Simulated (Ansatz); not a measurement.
## Structure relaxation, TiSi

The start is a relaxed TiSi cell shaken by Gaussian noise of σ = 0.08 Å a coordinate. The structure is fully relaxed (lattice and positions, P = 0) with r2SCAN (plane waves to 500 eV, PAW, scalar-relativistic; Ansatz, a program for electronic structure). First-step values are on the input's coarse k-mesh.

Ansatz input (later rounds restart from its end on a renewed k-mesh):
Ansatz 0.2 input:
```yaml
crystal:
  lattice:
    - [4.9594189549, 0, 0]
    - [0, 4.9594189549, 0]
    - [0, 0, 4.9594189549]
  atoms:
    - { symbol: Ti, position: [0.168764858, 0.1096162082, 0.1566616452] }
    - { symbol: Ti, position: [0.6660882304, 0.3517931855, 0.886700039] }
    - { symbol: Ti, position: [0.8596590059, 0.6681340903, 0.3079505819] }
    - { symbol: Ti, position: [0.3677054271, 0.8535274613, 0.6541934454] }
    - { symbol: Si, position: [0.8412431843, 0.8506805664, 0.8277431169] }
    - { symbol: Si, position: [0.3280848034, 0.6717179398, 0.159475527] }
    - { symbol: Si, position: [0.1533993593, 0.3183099402, 0.6660320665] }
    - { symbol: Si, position: [0.6333939551, 0.1451958606, 0.3500002917] }
basis: { ecutwfc: 500, ecutrho_ratio: 4, xc_grid: 4, fft_grid_basis: typed }
kpoints: { mp_grid: { grid: [5, 5, 5] } }
hamiltonian:
  xc: r2scan
  dispersion: none
  pseudopotentials: { kind: paw }
scf: { occupations: { method: fermi_dirac, width: 0.05 } }
relax: { f_tol: 0.01, max_steps: 100, cell: { stress_tol: 0.02 } }
output: { forces: true, stress: true }
```

Question: What pressure does the first self-consistent step give?

Answer: +3 GPa (positive: the cell is compressed).

Question: Is the parent structure recovered?

Answer: It does not go back: it reaches R3 (No. 146), 0.11 eV/atom below the parent.

Question: How do the shortest distances between atoms change?

Answer: The closest pairs of elements (up to four, under 3.6 Å), start → end: Si–Ti 2.31 → 2.55 Å; Si–Si 2.90 → 2.59 Å; Ti–Ti 2.78 → 2.72 Å.

Question: What does it relax into? Give the structure.

Answer: 
```cif
data_Si12Ti12
_chemical_formula_sum 'Ti12 Si12'
_space_group_name_H-M_alt 'R3 :H'
_space_group_IT_number 146
_space_group_name_Hall 'R 3'
_cell_length_a 7.34976
_cell_length_b 7.34976
_cell_length_c 7.53868
_cell_angle_alpha 90.000
_cell_angle_beta 90.000
_cell_angle_gamma 120.000
loop_
_atom_site_label
_atom_site_type_symbol
_atom_site_symmetry_multiplicity
_atom_site_Wyckoff_symbol
_atom_site_fract_x
_atom_site_fract_y
_atom_site_fract_z
_atom_site_occupancy
Ti1 Ti 9 b 0.65105 0.07292 0.23182 1
Ti2 Ti 3 a 0.00000 0.00000 0.30297 1
Si1 Si 9 b 0.04295 0.32111 0.11833 1
Si2 Si 3 a 0.00000 0.00000 0.65535 1
```
(The calculation used a cell of 8 atoms; values per cell refer to that cell.)

Final values are on a 10×10×10 k-mesh of the relaxed cell. No spin polarisation in the result.

The relaxed structure here is a generated cell of TiSi: the first start was made by placing the elements on the sites of a structure type, and the end was not matched to a known phase here, so it may be hypothetical.
